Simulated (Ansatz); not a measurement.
Cu Kα1 powder pattern (kinematic, no thermal factors).
2θ (°) (relative intensity): 19.92 (2), 21.68 (5), 25.93 (100), 30.00 (19), 30.07 (9), 31.67 (2), 32.91 (2), 36.27 (2), 41.42 (1), 42.95 (18), 42.99 (36), 48.60 (2), 50.85 (31), 50.93 (15), 53.31 (8), 62.35 (6), 62.50 (3), 68.69 (6), 68.76 (12), 70.73 (3), 70.77 (3), 70.87 (3), 78.73 (12), 78.83 (6), 84.53 (7), 84.59 (4), 84.72 (4)

The pattern is computed from a structure relaxed with DFT PBE, scalar-relativistic, plane waves, PAW in Ansatz 0.2.0. No spin polarisation. Its elements are Cd, Hg, S.

**Question.** Give the structure.

**Answer.** Cd2HgS3.
Space group I-4m2 (No. 119). a = 4.209 Å, b = 4.209 Å, c = 17.818 Å, α = 90.00°, β = 90.00°, γ = 90.00°
```
atom  site  symmetry       x       y       z
  Cd    4e      2mm. 0.5000  0.5000  0.1672
  Hg    2a      -4m2  0.0000  0.0000  0.0000
   S    2c      -4m2  0.0000  0.5000  0.2500
   S    4f      2mm. 0.5000  0.0000  0.4152
```

A pattern alone doesn't exclude other cells with like lines; this is the one computed.

It was reached by relaxing an invented guess, and it needn't be the stable form of this composition.
